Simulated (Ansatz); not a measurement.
An elastic tensor (GPa, Voigt order, standard axes) from the program Ansatz at the r²SCAN level (PAW):

|  | 1 | 2 | 3 | 4 | 5 | 6 |
|---|---|---|---|---|---|---|
| 1 | 293 | 81.6 | 91.4 | 0.0 | 0.0 | 0.0 |
| 2 | 81.6 | 293 | 91.4 | 0.0 | 0.0 | 0.0 |
| 3 | 91.4 | 91.4 | 273 | 0.0 | 0.0 | 0.0 |
| 4 | 0.0 | 0.0 | 0.0 | 83.1 | 0.0 | 0.0 |
| 5 | 0.0 | 0.0 | 0.0 | 0.0 | 83.1 | 0.0 |
| 6 | 0.0 | 0.0 | 0.0 | 0.0 | 0.0 | 102 |

Question: Which compound is it?
(A) Sr3Ti2O7, I4/mmm (Pearson symbol tI24)
(B) MnO2, rutile
(C) SiO2, P4_12_12 (Si on 4a, O on 8b)
(D) SiO2, rutile

Answer: A, Sr3Ti2O7, I4/mmm (Pearson symbol tI24)

The first step of the workflow began from a Materials Project structure, measured or hypothetical; the Crystallography Open Database files this formula in space group No. 139, but the cells were not matched. Its standing as an ambient phase is unchecked. The cell was relaxed with r²SCAN under the symmetry of its start; its stability against distortions is not shown here. The run is not spin-polarised.

Potentials: the later of the program's two PAW sets.
